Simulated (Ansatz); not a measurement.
**YTiGe: strain energy, fitted**

YTiGe, P4/nmm, a = 4.011 Å, c = 7.590 Å. The structure is a COD entry; whether it is the stable form wasn't checked. Ansatz: PBEsol, PAW, 420 eV, Γ-centred 10×10×6 mesh on 6 atoms, Gaussian smearing 0.10 eV; no spin polarisation. Series: strain along c alone, the other axes held, atoms relaxed; x is the strain in per cent. y is the free energy over the unstrained cell, V0 = 20.350 Å³/atom.

```
x (%) y (meV/atom)
 -3.0             ?
 -2.0          4.54
 -1.0          1.12
  0.0          0.00
  1.0          0.99
  2.0          3.90
  3.0          8.54
```

Problem. Fit y = c2 x² + c3 x³ to the other rows, turn c2 into a modulus, and predict the missing energy.

Solution. Least squares on the rows shown. y = 1.059 x² − 0.03726 x³. In eV per unit strain² c2 is 10.59; this is C33 with relaxed ions (E = ½ C33 V0 ε²): 2 × 10.59 × 160.2 / (20.350) = 167 GPa. The unstrained cell keeps some stress along the strain, worth a slope of -0.04 meV/atom per %, which the form leaves out. At x = -3.0 the fit asked for gives 10.54 meV/atom. The run gave 10.41 meV/atom, so the fit is 0.13 meV/atom too high, a small miss on the scale of the series.